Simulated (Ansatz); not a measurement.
Space group I-43d (No. 220). a = 6.455 Å, b = 6.455 Å, c = 6.455 Å, α = 90.00°, β = 90.00°, γ = 90.00°
```tsv
atom	site	symmetry	x	y	z
Si	12b	-4..	0.3750	0.5000	0.7500
N	16c	.3.	0.2808	0.2808	0.2808
```

Equation of state of this Si$_{3}$N$_{4}$ structure (not necessarily the ground state), with shape and atoms relaxed at each volume where symmetry leaves them free. Theory: DFT PBEsol, scalar-relativistic, plane waves, PAW in Ansatz 0.2.0.

Cutoff 420 eV; k points 6×6×6 on the computed 14-atom cell (Γ-centred); Gaussian smearing, width 0.02 eV; no spin polarisation.

```json
{"V (Å³/atom)": "8.453", "E − E(largest V) (meV/atom)": "66.24", "P (GPa)": "40.20", "gap on mesh (eV)": "3.95"}
{"V (Å³/atom)": "8.742", "E − E(largest V) (meV/atom)": "4.60", "P (GPa)": "28.47", "gap on mesh (eV)": "4.04"}
{"V (Å³/atom)": "9.030", "E − E(largest V) (meV/atom)": "-36.87", "P (GPa)": "17.81", "gap on mesh (eV)": "4.06"}
{"V (Å³/atom)": "9.318", "E − E(largest V) (meV/atom)": "-60.19", "P (GPa)": "8.31", "gap on mesh (eV)": "4.04"}
{"V (Å³/atom)": "9.606", "E − E(largest V) (meV/atom)": "-67.45", "P (GPa)": "-0.01", "gap on mesh (eV)": "3.98"}
{"V (Å³/atom)": "9.894", "E − E(largest V) (meV/atom)": "-60.69", "P (GPa)": "-7.33", "gap on mesh (eV)": "3.86"}
{"V (Å³/atom)": "10.182", "E − E(largest V) (meV/atom)": "-41.67", "P (GPa)": "-13.68", "gap on mesh (eV)": "3.74"}
{"V (Å³/atom)": "10.567", "E − E(largest V) (meV/atom)": "0.00", "P (GPa)": "-20.84", "gap on mesh (eV)": "3.56"}
```

Task: Fit a third-order Birch–Murnaghan equation to E(V).

Result: V0 = 9.61 Å³/atom, B0 = 258 GPa, B0' = 3.3.

The gaps are read on the mesh, which can miss the band edges, so they can be too wide.

This form isn't the usual stable structure of the compound.

Cost: 8 runs of about 3.3 core-minutes in all, on Oxide Virtual Turin-like Processor (Zen 5) (shared hosts).